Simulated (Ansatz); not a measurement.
CdHgSe$_{2}$:
```
CELL_PARAMETERS angstrom
      4.32265     0.00000     0.00000
      0.00000     4.32265     0.00000
      0.00000     0.00000     6.09600
ATOMIC_POSITIONS crystal
  Cd 0.50000 0.50000 0.50000
  Hg 0.00000 0.00000 0.00000
  Se 0.00000 0.50000 0.25278
  Se 0.50000 0.00000 0.74722
```

Relaxed with PBEsol. Special points in fractions of this cell's reciprocal vectors: Γ (0.000, 0.000, 0.000); X (0.000, 0.500, 0.000); M (0.500, 0.500, 0.000); Z (0.000, 0.000, 0.500); R (0.000, 0.500, 0.500); A (0.500, 0.500, 0.500).

Task: List the band energies nearest the Fermi level at these points for PBEsol in the plane-wave PAW code Ansatz.

Result: In eV from the Fermi level; about four levels below and three above (degenerate sets whole), none deeper than 8.9 eV; points with the same levels are listed once.

| k | below | above |
|---|---|---|
| Γ | -0.32 -0.04 -0.02 -0.02 | 2.96 3.19 5.63 5.63 5.63 |
| X | -2.30 -2.17 -1.02 -0.79 | 2.66 3.38 5.53 |
| M | -2.14 -2.07 -2.07 -2.00 | 2.64 2.95 2.95 |
| Z | -1.34 -1.34 -1.00 -1.00 | 2.43 2.89 3.63 |
| R | -1.02 -0.94 -0.80 -0.75 | 1.20 2.07 6.15 |
| A | -2.47 -2.47 -2.41 -2.25 | 3.76 4.71 5.06 5.06 |

Space group P-4m2. The workflow started from a Materials Project entry (that database holds measured and hypothetical structures alike); the Crystallography Open Database copy checked does not list it. With Cd and Hg taken as one species the cell has the higher symmetry F-43m, so it may be an ordered model of a mixed-site phase. Whether it is the stable phase at ambient conditions was not checked. Symmetry was held in the PBEsol relaxation; of distortions, only those at the zone centre were tested. The Fermi level of a semimetal is unsure by some 0.05 eV on such meshes. Scalar-relativistic: spin–orbit coupling is off unless named, which matters more the heavier the elements.

Potentials: the later of the program's two PAW sets.
